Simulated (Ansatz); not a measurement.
**C (Fd-3m): one-shot GW input and result**

The calculation used G0W0@PBE, plasmon-pole screening, soft PAW set, first generation in Ansatz 0.2.0-dev.

Input files:

```json
{
 "crystal": {"lattice": [[0.0, 1.7835, 1.7835], [1.7835, 0.0, 1.7835], [1.7835, 1.7835, 0.0]], "atoms": [{"symbol": "C", "position": [0, 0, 0]}, {"symbol": "C", "position": [0.25, 0.25, 0.25]}]},
 "kpoints": {"mp_grid": {"grid": [8, 8, 8], "shift": [0, 0, 0]}},
 "hamiltonian": {"xc": "pbe", "pseudopotentials": {"kind": "paw"}},
 "scf": {"occupations": {"method": "fixed"}, "convergence": {"dr2_threshold": "1e-9 eV"}, "lower_state_search": "off"},
 "output": {"forces": false, "stress": false},
 "gw": {"n_empty_bands": 53, "ecut_chi": 113.3, "qp_bands": ["v1", "c1"], "qp_kpoints": [[0, 0, 0], [0, 0.5, 0.5], [0, 0, 0.5]], "ecutfock_ratio": 2}
}
```

The input is rewritten from the run's settings (development build, wave cutoff 420 eV).

Linearised quasiparticle energies, zero at the top filled Kohn-Sham level among these points. VB is the top filled band, CB the lowest empty one. The wave cutoff came out at 420 eV.

```json
{"k": "Γ", "band": "VB", "ε_KS (eV)": "0.00", "Σx − Vxc (eV)": "-2.31", "Σc (eV)": "1.80", "Z": "0.83", "ε_QP (eV)": "-0.43"}
{"k": "Γ", "band": "CB", "ε_KS (eV)": "5.59", "Σx − Vxc (eV)": "6.12", "Σc (eV)": "-4.73", "Z": "0.83", "ε_QP (eV)": "6.76"}
{"k": "L", "band": "VB", "ε_KS (eV)": "-2.81", "Σx − Vxc (eV)": "-3.48", "Σc (eV)": "2.68", "Z": "0.83", "ε_QP (eV)": "-3.47"}
{"k": "L", "band": "CB", "ε_KS (eV)": "8.47", "Σx − Vxc (eV)": "7.04", "Σc (eV)": "-5.55", "Z": "0.83", "ε_QP (eV)": "9.71"}
{"k": "X", "band": "VB", "ε_KS (eV)": "-6.31", "Σx − Vxc (eV)": "-4.70", "Σc (eV)": "3.56", "Z": "0.82", "ε_QP (eV)": "-7.24"}
{"k": "X", "band": "CB", "ε_KS (eV)": "4.77", "Σx − Vxc (eV)": "5.57", "Σc (eV)": "-4.81", "Z": "0.85", "ε_QP (eV)": "5.41"}
```

The gap (from Γ to X) opens from 4.77 eV to 5.84 eV.

Electronic (ion-clamped) dielectric constant on this mesh, from the head of the inverse dielectric matrix: 5.8.

Soft PAW datasets can miss an all-electron G0W0 gap by more than 5 %. Band sums or response are cut, so the gap isn't at its basis limit. The gap is read among the points solved; the crystal's band edges can lie elsewhere.
